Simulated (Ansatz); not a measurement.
Relaxed-ion elastic tensor of AlGaN2 in space group P-4m2 (No. 115; Al on 1c, Ga on 1a, N on 2g) in GPa (Voigt order), LDA in the plane-wave PAW code Ansatz; density 4.87 g/cm³, 10.64 Å³ per atom.

```csv
,1,2,3,4,5,6
1,404,56.5,162,0.0,0.0,0.0
2,56.5,404,162,0.0,0.0,0.0
3,162,162,289,0.0,0.0,0.0
4,0.0,0.0,0.0,170,0.0,0.0
5,0.0,0.0,0.0,0.0,170,0.0
6,0.0,0.0,0.0,0.0,0.0,67.2
```

Question: Is the crystal mechanically stable?

Answer: Yes: the smallest eigenvalue of C is 67.2 GPa.

Question: Work out the Voigt, Reuss and Hill averages.

Answer: K_V = 207, K_R = 206, K_H = 206; G_V = 129, G_R = 105, G_H = 117 GPa.

Question: Give Young's modulus, Poisson's ratio, Pugh's ratio and the universal anisotropy index.

Answer: E = 9KG/(3K + G) = 295 GPa; ν = 0.26; K/G = 1.76 (near the Pugh limit of 1.75, no verdict); A_U = 5G_V/G_R + K_V/K_R − 6 = 1.18.

Question: Estimate the sound speeds and the Debye temperature.

Answer: v_l = √((K + 4G/3)/ρ) = 8630 m/s, v_t = √(G/ρ) = 4900 m/s, mean 5450 m/s; Θ = (h/k)(3n/4πV)^(1/3) v_m = 738 K.

Question: Solve the Christoffel equation for the three sound speeds along x, y, z.

Answer: Eigenvalues of C_ijkl n_j n_l equal ρv² (piezoelectric stiffening left out). In km/s, slowest first: x 3.71, 5.92, 9.11; y 3.71, 5.92, 9.11; z 5.92, 5.92, 7.71.

Question: How much does each axis shrink under pressure?

Answer: Linear compressibilities β_i = Σ_j S_ij (j = 1 to 3): x 1.6, y 1.6, z 1.7 per TPa.

The workflow started from a Materials Project entry (that database holds measured and hypothetical structures alike); the Crystallography Open Database copy checked does not list it. With Al and Ga taken as one species the cell has the higher symmetry F-43m, so it may be an ordered model of a mixed-site phase. Whether it is the stable phase at ambient conditions was not checked. The LDA relaxation kept the symmetry of its start; phonons on a q-mesh show no instability.

Potentials: the later of the program's two PAW sets.
